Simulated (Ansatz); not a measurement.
**Random displacements in ZnInGaO4**

The calculation used DFT PBEsol, scalar-relativistic, plane waves, PAW (Ansatz 0.2.0). Cutoff 420 eV, Γ-centred 12×12×12 k-points, Gaussian smearing of 0.05 eV. No spin polarisation. Energies are free energies at this smearing, counted from the undisturbed cell; pressure is positive in compression.

The starting cell (as given, not relaxed at this level, and it needn't be the usual structure):

```yaml
crystal:
  lattice:
    - [1.68033, 0.97014, 8.71341]
    - [-1.68033, 0.97014, 8.71341]
    - [0.00000, -1.94027, 8.71341]
  atoms:
    - { symbol: Zn, position: [0.21838, 0.21838, 0.21838] }
    - { symbol: In, position: [0.00277, 0.00277, 0.00277] }
    - { symbol: Ga, position: [0.78703, 0.78703, 0.78703] }
    - { symbol: O, position: [0.29514, 0.29514, 0.29514] }
    - { symbol: O, position: [0.71136, 0.71136, 0.71136] }
    - { symbol: O, position: [0.12172, 0.12172, 0.12172] }
    - { symbol: O, position: [0.86360, 0.86360, 0.86360] }
```

The atoms are displaced (Å, in the unstrained cell):

| atom | ux | uy | uz |
| --- | --- | --- | --- |
| Zn1 | -0.087 | -0.007 | 0.063 |
| In2 | -0.011 | 0.123 | -0.082 |
| Ga3 | -0.080 | 0.029 | -0.015 |
| O4 | -0.046 | -0.038 | -0.074 |
| O5 | 0.069 | -0.004 | 0.031 |
| O6 | 0.076 | -0.077 | 0.014 |
| O7 | 0.079 | -0.025 | 0.063 |

Strain (Voigt, engineering shear): (-0.0021, 0.0094, -0.0047, -0.0078, 0.0106, -0.0189).

Task: What are the energy change, the stress and the forces?

Result: ΔE = 79.6 meV/atom; stress (xx, yy, zz, yz, xz, xy; compression positive) (-6.82, -5.06, -1.98, -1.03, -0.90, 0.81) GPa; gap on the mesh 0.41 eV.
```
atom Fx (eV/Å) Fy Fz
 Zn1       0.85  -0.36  -1.63
 In2       0.26  -1.10   1.02
 Ga3       1.30  -0.77   0.83
  O4       0.21   0.83   1.58
  O5      -0.41   0.16  -1.27
  O6      -1.18   0.80   0.04
  O7      -1.04   0.44  -0.57
```

Cost: 1 run of about 5.1 core-minutes, on Arm Neoverse V1 (shared hosts).